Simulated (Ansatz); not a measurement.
Values for one crystal, relaxed and computed with the program Ansatz at the r²SCAN level (PAW); other levels are named.

- Volume per atom = 9.35 Å³
- Electronic character = metallic (no gap)
- Formation energy from the elements (no fitted shifts) = -0.36 eV/atom
- Density of states at the Fermi level = 0.07 states/eV per atom (mean over ±0.08 eV)

Question: Which of these materials gives this?
A. HfBe5, P6/mmm (Hf on 1a, Be on 2c, Be on 3g)
B. CdAg3, I4/mmm (Cd on 2a, Ag on 4d, Ag on 2b)
C. Be3Ru, I4/mmm (Be on 4d, Be on 2b, Ru on 2a)
D. Be3Co, I4/mmm (Be on 4d, Be on 2b, Co on 2a)

Answer: C, Be3Ru, I4/mmm (Be on 4d, Be on 2b, Ru on 2a)

The workflow started from a Materials Project entry (that database holds measured and hypothetical structures alike); the Crystallography Open Database copy checked does not list it. With Be and Ru taken as one species the cell has the higher symmetry I4/mmm, so it may be an ordered model of a mixed-site phase. Its standing as an ambient phase is unchecked. Symmetry was held in the r²SCAN relaxation; its stability against distortions is not shown here. The run is not spin-polarised. The references are the lowest solids computed at this level, not always the standard phases. Scalar-relativistic: spin–orbit coupling is off unless named, which matters more the heavier the elements.

Potentials: the later of the program's two PAW sets.
